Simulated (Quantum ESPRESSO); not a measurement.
Ga4CuTa2Ti, input and log of a self-consistent run

Simulated, not a measurement. The program is pw.x of Quantum ESPRESSO 7.5 (plane-wave density functional theory). The cell is made up: eight metal atoms on a face-centred cubic lattice, with elements, volume, strain and displacements drawn at random and not relaxed, so it may be unstable or far from any real phase. PseudoDojo standard norm-conserving files set the functional (PBE unless stated); there is no spin polarisation or spin-orbit coupling, the Fermi-Dirac width of 0.25 eV means electrons at about 2900 K, and the masses in the input are unused placeholders. The copper pseudopotential is less sure than most, with forces differing by about three percent and pressure by about two GPa from a second method on plain copper. Heavy elements are run without spin-orbit coupling, which real alloys of them have. A spin test at this wide smearing found no moment, but such smearing suppresses magnetism that the real alloy may have.

Input:

```
&control calculation='scf', pseudo_dir='./dojo.nc.sr.pbe.v0_5.standard.upf', outdir='./o', disk_io='minimal', tprnfor=.true., tstress=.true. /
&system ibrav=0, nat=8, ntyp=4, nbnd=67, ecutwfc=92.02030273, nosym=.true., tot_charge=0,
 occupations='smearing', smearing='fd', degauss=0.0183746611
/
&electrons conv_thr=1.470e-08, electron_maxstep=70, mixing_beta=0.5 /
ATOMIC_SPECIES
Cu 1.0 Cu.upf
Ga 1.0 Ga.upf
Ta 1.0 Ta.upf
Ti 1.0 Ti.upf
CELL_PARAMETERS angstrom
0.0029 1.9364 1.9885
-4.0691 2.0347 -2.0925
-3.9506 -5.997 6.1477
ATOMIC_POSITIONS angstrom
Ga -0.0154 0.0343 0.0242
Cu -4.0313 -3.9785 4.0582
Ta -3.9912 -1.9946 2.0278
Ga -4.034 -0.0001 -0.0217
Ga -1.9683 -1.9941 4.0147
Ga -1.9667 0.0379 1.9458
Ti -2.038 1.8876 -0.0372
Ta -6.0033 -2.0255 4.0618
K_POINTS automatic
8 5 3 1 1 1
```

The log is shortened where brackets say so; the opening notice, blank lines, dates and the lines on written files are dropped, and the path of the files is cut. It prints rydbergs, bohrs and kilobars, and counts compression as positive stress. Its total energy is the free energy E - TS of the whole cell.

```
     Program PWSCF v.7.5
     Parallel version (MPI & OpenMP), running on       4 processor cores
     Number of MPI processes:                 4
     Threads/MPI process:                     1
     [start-up lines left out]
     bravais-lattice index     =            0
     lattice parameter (alat)  =       5.2451  a.u.
     unit-cell volume          =     870.2375 (a.u.)^3
     number of atoms/cell      =            8
     number of atomic types    =            4
     number of electrons       =       109.00
     number of Kohn-Sham states=           67
     kinetic-energy cutoff     =      92.0203  Ry
     charge density cutoff     =     368.0812  Ry
     scf convergence threshold =      1.5E-08
     mixing beta               =       0.5000
     number of iterations used =            8  plain     mixing
     Exchange-correlation= PBE
                           (   1   4   3   4   0   0   0)
     [axes and pseudopotential details left out]
   Cartesian axes
     site n.     atom                  positions (alat units)
         1        Ga     tau(   1) = (  -0.0055484   0.0123578   0.0087189  )
         2        Cu     tau(   2) = (  -1.4524227  -1.4333996   1.4621144  )
         3        Ta     tau(   3) = (  -1.4379752  -0.7186273   0.7305888  )
         4        Ga     tau(   4) = (  -1.4533955  -0.0000360  -0.0078182  )
         5        Ga     tau(   5) = (  -0.7091518  -0.7184472   1.4464419  )
         6        Ga     tau(   6) = (  -0.7085753   0.0136549   0.7010453  )
         7        Ti     tau(   7) = (  -0.7342637   0.6800767  -0.0134027  )
         8        Ta     tau(   8) = (  -2.1629075  -0.7297602   1.4634114  )
     number of k points=    60  Fermi-Dirac smearing, width (Ry)=  0.0184
                       cart. coord. in units 2pi/alat
        k(    1) = (  -0.0803920   0.0327143   0.0554982), wk =   0.0333333
        k(    2) = (   0.0358045   0.1487303  -0.0576475), wk =   0.0333333
     [further k points left out]
     Dense  grid:   103709 G-vectors     FFT dimensions: (  36,  60, 120)
     Estimated max dynamical RAM per process >     385.47 MB
     Estimated total dynamical RAM >       1.43 GB
     Initial potential from superposition of free atoms
     starting charge     108.9856, renormalised to     109.0000
     Starting wfcs are   76 randomized atomic wfcs
     total cpu time spent up to now is        8.1 secs
     per-process dynamical memory:   310.3 Mb
     Self-consistent Calculation
     iteration #  1     ecut=    92.02 Ry     beta= 0.50
     Davidson diagonalization with overlap
     ethr =  1.00E-02,  avg # of iterations =  2.8
     total cpu time spent up to now is       24.6 secs
     total energy              =   -1360.48782600 Ry
     estimated scf accuracy    <      14.10295612 Ry
     iteration #  2     ecut=    92.02 Ry     beta= 0.50
     Davidson diagonalization with overlap
     ethr =  1.00E-02,  avg # of iterations =  3.0
     total cpu time spent up to now is       42.5 secs
     total energy              =   -1362.47531786 Ry
     estimated scf accuracy    <      95.29152985 Ry
     iteration #  3     ecut=    92.02 Ry     beta= 0.50
     Davidson diagonalization with overlap
     ethr =  1.00E-02,  avg # of iterations =  5.1
     total cpu time spent up to now is       60.5 secs
     total energy              =   -1368.96404604 Ry
     estimated scf accuracy    <      26.47716324 Ry
     iteration #  4     ecut=    92.02 Ry     beta= 0.50
     Davidson diagonalization with overlap
     ethr =  1.00E-02,  avg # of iterations =  2.7
     total cpu time spent up to now is       74.6 secs
     total energy              =   -1370.58626394 Ry
     estimated scf accuracy    <       4.36983498 Ry
     iteration #  5     ecut=    92.02 Ry     beta= 0.50
     Davidson diagonalization with overlap
     ethr =  4.01E-03,  avg # of iterations =  2.2
     total cpu time spent up to now is       87.9 secs
     total energy              =   -1370.49554057 Ry
     estimated scf accuracy    <       3.71042482 Ry
     [iterations 6 to 14 left out]
     iteration # 15     ecut=    92.02 Ry     beta= 0.50
     Davidson diagonalization with overlap
     ethr =  1.40E-08,  avg # of iterations =  1.9
     total cpu time spent up to now is      236.1 secs
     total energy              =   -1370.17092530 Ry
     estimated scf accuracy    <       0.00000113 Ry
     iteration # 16     ecut=    92.02 Ry     beta= 0.50
     Davidson diagonalization with overlap
     ethr =  1.03E-09,  avg # of iterations =  3.5
     total cpu time spent up to now is      251.3 secs
     total energy              =   -1370.17092542 Ry
     estimated scf accuracy    <       0.00000018 Ry
     iteration # 17     ecut=    92.02 Ry     beta= 0.50
     Davidson diagonalization with overlap
     ethr =  1.64E-10,  avg # of iterations =  3.0
     total cpu time spent up to now is      266.2 secs
     total energy              =   -1370.17092543 Ry
     estimated scf accuracy    <       0.00000041 Ry
     iteration # 18     ecut=    92.02 Ry     beta= 0.50
     Davidson diagonalization with overlap
     ethr =  1.64E-10,  avg # of iterations =  2.0
     total cpu time spent up to now is      279.6 secs
     total energy              =   -1370.17092546 Ry
     estimated scf accuracy    <       0.00000008 Ry
     iteration # 19     ecut=    92.02 Ry     beta= 0.50
     Davidson diagonalization with overlap
     ethr =  7.34E-11,  avg # of iterations =  1.0
     total cpu time spent up to now is      291.8 secs
     End of self-consistent calculation
     [lines on levels left out]
!    total energy              =   -1370.17092546 Ry
     estimated scf accuracy    <          9.8E-09 Ry
     smearing contrib. (-TS)   =      -0.08005447 Ry
     internal energy E=F+TS    =   -1370.09087098 Ry
     The total energy is F=E-TS. E is the sum of the following terms:
     one-electron contribution =    -518.28188460 Ry
     hartree contribution      =     342.20620024 Ry
     xc contribution           =    -291.02307156 Ry
     ewald contribution        =    -902.99211507 Ry
     convergence has been achieved in  19 iterations
     Forces acting on atoms (cartesian axes, Ry/au):
     atom    1 type  2   force =     0.01135025    0.00290534   -0.01782736
     atom    2 type  1   force =     0.00365589   -0.01062283    0.01179932
     atom    3 type  3   force =     0.00671728    0.01790779   -0.01761747
     atom    4 type  2   force =     0.00935097    0.00407205   -0.00975966
     atom    5 type  2   force =    -0.01131708   -0.02861823    0.02747068
     atom    6 type  2   force =    -0.01083005   -0.00717175    0.01157050
     atom    7 type  4   force =     0.01099489    0.02047726   -0.00691004
     atom    8 type  3   force =    -0.01992214    0.00105037    0.00127403
     Total force =     0.067734     Total SCF correction =     0.000461
     Computing stress (Cartesian axis) and pressure
          total   stress  (Ry/bohr**3)                   (kbar)     P=       32.20
   0.00006867   0.00009194  -0.00012362           10.10       13.52      -18.19
   0.00009194   0.00033545   0.00016874           13.52       49.35       24.82
  -0.00012362   0.00016874   0.00025264          -18.19       24.82       37.17
     init_run     :      7.58s CPU      7.98s WALL (       1 calls)
     electrons    :    274.85s CPU    283.72s WALL (       1 calls)
     forces       :      2.67s CPU      2.70s WALL (       1 calls)
     stress       :      9.41s CPU      9.41s WALL (       1 calls)
     [timing details left out]
     PWSCF        :   4m54.65s CPU   5m 4.07s WALL
     JOB DONE.
```

In other units: free energy -18642.125 eV for the cell, pressure 3.22 GPa, largest force component 0.736 eV/Å in size. The run took 306 s of wall time with four MPI processes on a shared machine (AMD EPYC, older, virtual cores), so the time is rough. A rerun of this cell at a higher cutoff and on a denser mesh moved values by no more than 0.007 eV in energy, 0.04 GPa in stress and 0.014 eV/Å in force, and a second program with other atomic files agreed on that cell to 2 % rms in force and 0.5 GPa in pressure.